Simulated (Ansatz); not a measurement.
ZrCu5 (space group F-43m)

```
ZrCu5
1.0
    0.00000     3.39430     3.39430
    3.39430     0.00000     3.39430
    3.39430     3.39430     0.00000
Zr Cu
1 5
Direct
  0.00000   0.00000   0.00000
  0.25000   0.25000   0.25000
  0.62422   0.62422   0.62422
  0.62422   0.62422   0.12735
  0.62422   0.12735   0.62422
  0.12735   0.62422   0.62422
```

Two coordinates are scanned: the volume, and the ratio of the stretch along z (the conventional c axis) to the stretch across it. Atoms keep their fractional coordinates.

Computed with PBEsol (plane waves to 420 eV, PAW, scalar-relativistic; Ansatz, a quantum-chemistry and plane-wave program). k mesh 12×12×12 (Γ-centred), Fermi-Dirac smearing 0.05 eV. Compression counts positive. As the atoms are clamped, bonds stretch with the cell, which overstates energies and stresses. With partly filled bands, the response to shear is sensitive to the k mesh, so small differences along c/a are uncertain. ZrCu5 is run without spin polarisation. ZrCu5 was relaxed with its symmetry unable to fall.

At one point of the scan the stress tensor (GPa) is:

```
   -5.7      0.0      0.0
    0.0     -5.7      0.0
    0.0      0.0     -5.7
```

### Question
Which point is it?
A) V/V₀ = 1.040, (c/a)/(c/a)₀ = 1.020
B) V/V₀ = 1.040, (c/a)/(c/a)₀ = 1.000
C) V/V₀ = 1.040, (c/a)/(c/a)₀ = 0.960
D) V/V₀ = 1.040, (c/a)/(c/a)₀ = 1.040

### Answer
B, V/V₀ = 1.040, (c/a)/(c/a)₀ = 1.000

(A scan under strain: stresses follow from slopes of the energy per volume, elastic moduli from its curvatures.)
